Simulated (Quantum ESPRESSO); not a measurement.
# Si2AlFO5: one run as intended and one with a planted mistake

Simulated, not a measurement. The program is pw.x of Quantum ESPRESSO 7.5 (plane-wave density functional theory). The cell is made up: 9 atoms on a quartz lattice, with randomly drawn elements, strain and displacements, not relaxed. PseudoDojo standard norm-conserving files (v0.5 for PBE, v0.4.1 for LDA and PBEsol) set the functional; there is no spin polarisation, spin-orbit coupling or dispersion term, and the masses in the input are unused placeholders.

Intended input:

```
&control calculation='scf', pseudo_dir='./dojo.nc.sr.pbe.v0_5.standard.upf', outdir='./o', disk_io='medium', tprnfor=.true., tstress=.true. /
&system ibrav=0, nat=9, ntyp=4, nbnd=30, ecutwfc=84.00895049, nosym=.true., tot_charge=0,
 occupations='smearing', smearing='fd', degauss=0.0018374661
/
&electrons conv_thr=7.350e-09, electron_maxstep=60, /
ATOMIC_SPECIES
Al 1.0 Al.upf
F 1.0 F.upf
O 1.0 O.upf
Si 1.0 Si.upf
CELL_PARAMETERS angstrom
5.0134 -0.0304 0.0251
-2.533 4.4627 -0.0164
0.0275 -0.0048 5.5972
ATOMIC_POSITIONS angstrom
Si 2.3652 -0.0358 3.7552
Si -1.2462 2.0999 1.9928
Al 1.3113 2.3536 0.1523
F 1.4885 1.042 4.4357
O 3.2447 0.5551 2.5329
O 2.7812 2.6242 0.7148
O 0.3061 1.8295 1.1209
O -1.1268 3.2328 3.1771
O 0.7951 3.8709 4.8111
K_POINTS automatic
5 5 4 1 1 1
```

The log is shortened where brackets say so; the opening notice, blank lines, dates and the lines on written files are dropped, and the path of the files is cut. It prints rydbergs, bohrs and kilobars, and counts compression as positive stress. Where no state is partly filled, the Fermi energy that it prints is only some level between the filled and the empty states on the mesh, and need not lie in the true gap.

Log of the intended run:

```
     Program PWSCF v.7.5
     Parallel version (MPI & OpenMP), running on       1 processor cores
     Number of MPI processes:                 1
     Threads/MPI process:                     1
     [start-up lines left out]
     bravais-lattice index     =            0
     lattice parameter (alat)  =       9.4742  a.u.
     unit-cell volume          =     842.1495 (a.u.)^3
     number of atoms/cell      =            9
     number of atomic types    =            4
     number of electrons       =        48.00
     number of Kohn-Sham states=           30
     kinetic-energy cutoff     =      84.0090  Ry
     charge density cutoff     =     336.0358  Ry
     scf convergence threshold =      7.3E-09
     mixing beta               =       0.7000
     number of iterations used =            8  plain     mixing
     Exchange-correlation= PBE
                           (   1   4   3   4   0   0   0)
     [axes and pseudopotential details left out]
   Cartesian axes
     site n.     atom                  positions (alat units)
         1        Si     tau(   1) = (   0.4717611  -0.0071406   0.7490094  )
         2        Si     tau(   2) = (  -0.2485661   0.4188445   0.3974824  )
         3        Al     tau(   3) = (   0.2615509   0.4694473   0.0303776  )
         4        F      tau(   4) = (   0.2968951   0.2078366   0.8847415  )
         5        O      tau(   5) = (   0.6471855   0.1107198   0.5052104  )
         6        O      tau(   6) = (   0.5547361   0.5234210   0.1425735  )
         7        O      tau(   7) = (   0.0610545   0.3649107   0.2235739  )
         8        O      tau(   8) = (  -0.2247507   0.6448119   0.6337020  )
         9        O      tau(   9) = (   0.1585901   0.7720869   0.9596185  )
     number of k points=    50  Fermi-Dirac smearing, width (Ry)=  0.0018
                       cart. coord. in units 2pi/alat
        k(    1) = (   0.1004738   0.1697820   0.1116176), wk =   0.0400000
        k(    2) = (   0.0993538   0.1699692   0.3355547), wk =   0.0400000
     [further k points left out]
     Dense  grid:    87561 G-vectors     FFT dimensions: (  60,  60,  64)
     Estimated max dynamical RAM per process >     113.47 MB
     Initial potential from superposition of free atoms
     starting charge      47.9963, renormalised to      48.0000
     Starting wfcs are   36 randomized atomic wfcs
     total cpu time spent up to now is       17.8 secs
     per-process dynamical memory:    88.3 Mb
     Self-consistent Calculation
     iteration #  1     ecut=    84.01 Ry     beta= 0.70
     Davidson diagonalization with overlap
     ethr =  1.00E-02,  avg # of iterations =  3.0
     total cpu time spent up to now is       69.8 secs
     total energy              =    -235.87854096 Ry
     estimated scf accuracy    <       2.55374847 Ry
     iteration #  2     ecut=    84.01 Ry     beta= 0.70
     Davidson diagonalization with overlap
     ethr =  5.32E-03,  avg # of iterations =  2.0
     total cpu time spent up to now is      112.5 secs
     total energy              =    -236.57645536 Ry
     estimated scf accuracy    <       1.98829570 Ry
     [iterations 3 to 10 left out]
     iteration # 11     ecut=    84.01 Ry     beta= 0.70
     Davidson diagonalization with overlap
     ethr =  4.62E-11,  avg # of iterations =  3.3
     total cpu time spent up to now is      443.6 secs
     total energy              =    -236.95433634 Ry
     estimated scf accuracy    <       0.00000001 Ry
     iteration # 12     ecut=    84.01 Ry     beta= 0.70
     Davidson diagonalization with overlap
     ethr =  2.60E-11,  avg # of iterations =  2.0
     total cpu time spent up to now is      463.8 secs
     End of self-consistent calculation
     [lines on levels left out]
     the Fermi energy is     3.0153 ev
!    total energy              =    -236.95433634 Ry
     estimated scf accuracy    <          2.6E-09 Ry
     smearing contrib. (-TS)   =       0.00000000 Ry
     internal energy E=F+TS    =    -236.95433634 Ry
     The total energy is F=E-TS. E is the sum of the following terms:
     one-electron contribution =    -125.14565100 Ry
     hartree contribution      =      87.46474326 Ry
     xc contribution           =     -62.20513463 Ry
     ewald contribution        =    -137.06829397 Ry
     convergence has been achieved in  12 iterations
     Forces acting on atoms (cartesian axes, Ry/au):
     atom    1 type  4   force =     0.09117803   -0.13985447   -0.07734584
     atom    2 type  4   force =     0.04620233   -0.00971167   -0.18039336
     atom    3 type  1   force =     0.08656066    0.20242200   -0.27199142
     atom    4 type  2   force =    -0.08848642    0.09199183    0.02644022
     atom    5 type  3   force =     0.00503803    0.09060860   -0.01690561
     atom    6 type  3   force =     0.20539002   -0.01505160    0.13963115
     atom    7 type  3   force =    -0.37860975   -0.11937466    0.33307580
     atom    8 type  3   force =    -0.02178897   -0.02336828   -0.02691688
     atom    9 type  3   force =     0.05451607   -0.07766174    0.07440594
     Total force =     0.750542     Total SCF correction =     0.000054
     Computing stress (Cartesian axis) and pressure
          total   stress  (Ry/bohr**3)                   (kbar)     P=       62.53
   0.00091266   0.00029139  -0.00033712          134.26       42.87      -49.59
   0.00029139  -0.00004726  -0.00007497           42.87       -6.95      -11.03
  -0.00033712  -0.00007497   0.00040982          -49.59      -11.03       60.29
     init_run     :     17.32s CPU     17.67s WALL (       1 calls)
     electrons    :    425.08s CPU    445.98s WALL (       1 calls)
     forces       :      4.99s CPU      5.08s WALL (       1 calls)
     stress       :     18.71s CPU     18.80s WALL (       1 calls)
     [timing details left out]
     PWSCF        :   7m46.43s CPU   8m 8.57s WALL
     JOB DONE.
```

A second run has one planted mistake: the self-consistency threshold is too loose. The input lines that differ, file-writing options aside:

```
- &electrons conv_thr=7.350e-09, electron_maxstep=60, /
+ &electrons conv_thr=5.145e-03, electron_maxstep=60, /
```

Its log:

```
     Program PWSCF v.7.5
     Parallel version (MPI & OpenMP), running on       4 processor cores
     Number of MPI processes:                 4
     Threads/MPI process:                     1
     [start-up lines left out]
     bravais-lattice index     =            0
     lattice parameter (alat)  =       9.4742  a.u.
     unit-cell volume          =     842.1495 (a.u.)^3
     number of atoms/cell      =            9
     number of atomic types    =            4
     number of electrons       =        48.00
     number of Kohn-Sham states=           30
     kinetic-energy cutoff     =      84.0090  Ry
     charge density cutoff     =     336.0358  Ry
     scf convergence threshold =      5.1E-03
     mixing beta               =       0.7000
     number of iterations used =            8  plain     mixing
     Exchange-correlation= PBE
                           (   1   4   3   4   0   0   0)
     [axes and pseudopotential details left out]
   Cartesian axes
     site n.     atom                  positions (alat units)
         1        Si     tau(   1) = (   0.4717611  -0.0071406   0.7490094  )
         2        Si     tau(   2) = (  -0.2485661   0.4188445   0.3974824  )
         3        Al     tau(   3) = (   0.2615509   0.4694473   0.0303776  )
         4        F      tau(   4) = (   0.2968951   0.2078366   0.8847415  )
         5        O      tau(   5) = (   0.6471855   0.1107198   0.5052104  )
         6        O      tau(   6) = (   0.5547361   0.5234210   0.1425735  )
         7        O      tau(   7) = (   0.0610545   0.3649107   0.2235739  )
         8        O      tau(   8) = (  -0.2247507   0.6448119   0.6337020  )
         9        O      tau(   9) = (   0.1585901   0.7720869   0.9596185  )
     number of k points=    50  Fermi-Dirac smearing, width (Ry)=  0.0018
                       cart. coord. in units 2pi/alat
        k(    1) = (   0.1004738   0.1697820   0.1116176), wk =   0.0400000
        k(    2) = (   0.0993538   0.1699692   0.3355547), wk =   0.0400000
     [further k points left out]
     Dense  grid:    87561 G-vectors     FFT dimensions: (  60,  60,  64)
     Estimated max dynamical RAM per process >     178.64 MB
     Estimated total dynamical RAM >     650.42 MB
     Initial potential from superposition of free atoms
     starting charge      47.9963, renormalised to      48.0000
     Starting wfcs are   36 randomized atomic wfcs
     total cpu time spent up to now is        2.3 secs
     per-process dynamical memory:   140.0 Mb
     Self-consistent Calculation
     iteration #  1     ecut=    84.01 Ry     beta= 0.70
     Davidson diagonalization with overlap
     ethr =  1.00E-02,  avg # of iterations =  3.0
     total cpu time spent up to now is        5.8 secs
     total energy              =    -235.87847811 Ry
     estimated scf accuracy    <       2.55387545 Ry
     iteration #  2     ecut=    84.01 Ry     beta= 0.70
     Davidson diagonalization with overlap
     ethr =  5.32E-03,  avg # of iterations =  2.0
     total cpu time spent up to now is        9.2 secs
     total energy              =    -236.57638288 Ry
     estimated scf accuracy    <       1.98867166 Ry
     iteration #  3     ecut=    84.01 Ry     beta= 0.70
     Davidson diagonalization with overlap
     ethr =  4.14E-03,  avg # of iterations =  2.0
     total cpu time spent up to now is       12.3 secs
     total energy              =    -236.94042669 Ry
     estimated scf accuracy    <       0.03139569 Ry
     iteration #  4     ecut=    84.01 Ry     beta= 0.70
     Davidson diagonalization with overlap
     ethr =  6.54E-05,  avg # of iterations =  9.3
     total cpu time spent up to now is       16.8 secs
     total energy              =    -236.95322180 Ry
     estimated scf accuracy    <       0.01037637 Ry
     iteration #  5     ecut=    84.01 Ry     beta= 0.70
     Davidson diagonalization with overlap
     ethr =  2.16E-05,  avg # of iterations =  2.9
     total cpu time spent up to now is       20.0 secs
     End of self-consistent calculation
     [lines on levels left out]
     the Fermi energy is     2.9765 ev
!    total energy              =    -236.95357215 Ry
     estimated scf accuracy    <       0.00159835 Ry
     smearing contrib. (-TS)   =       0.00000000 Ry
     internal energy E=F+TS    =    -236.95357215 Ry
     The total energy is F=E-TS. E is the sum of the following terms:
     one-electron contribution =    -125.39599706 Ry
     hartree contribution      =      87.79662355 Ry
     xc contribution           =     -62.28590466 Ry
     ewald contribution        =    -137.06829397 Ry
     convergence has been achieved in   5 iterations
     Forces acting on atoms (cartesian axes, Ry/au):
     atom    1 type  4   force =     0.09298883   -0.14076341   -0.07713664
     atom    2 type  4   force =     0.04612206   -0.00888640   -0.18073294
     atom    3 type  1   force =     0.08610707    0.20332832   -0.26935987
     atom    4 type  2   force =    -0.08803431    0.09122877    0.02568940
     atom    5 type  3   force =     0.00710963    0.09313640   -0.01882343
     atom    6 type  3   force =     0.20655512   -0.01640162    0.14207713
     atom    7 type  3   force =    -0.38027261   -0.11817520    0.33449538
     atom    8 type  3   force =    -0.02486567   -0.02623349   -0.02893729
     atom    9 type  3   force =     0.05428988   -0.07723337    0.07272826
     Total force =     0.752550     Total SCF correction =     0.054849
     Computing stress (Cartesian axis) and pressure
          total   stress  (Ry/bohr**3)                   (kbar)     P=       96.18
   0.00113653   0.00030339  -0.00033138          167.19       44.63      -48.75
   0.00030339   0.00018572  -0.00007845           44.63       27.32      -11.54
  -0.00033138  -0.00007845   0.00063913          -48.75      -11.54       94.02
     init_run     :      2.16s CPU      2.22s WALL (       1 calls)
     electrons    :     17.64s CPU     17.76s WALL (       1 calls)
     forces       :      0.67s CPU      0.68s WALL (       1 calls)
     stress       :      2.44s CPU      2.44s WALL (       1 calls)
     [timing details left out]
     PWSCF        :     23.02s CPU     23.24s WALL
     JOB DONE.
```

```
                                            intended run  run with the mistake
                          free energy (eV)     -3223.928             -3223.918
                    smearing term -TS (eV)        0.0000                0.0000
                            pressure (GPa)          6.25                  9.62
            largest force component (eV/Å)         9.734                 9.777
largest change of a force component (eV/Å)                               0.079
                                iterations            12                     5
```

For scale, a rerun of the intended cell at 1437 eV and a 7 x 7 x 6 mesh moved values by no more than 0.003 eV in energy, 0.02 GPa in stress and 0.002 eV/Å in force.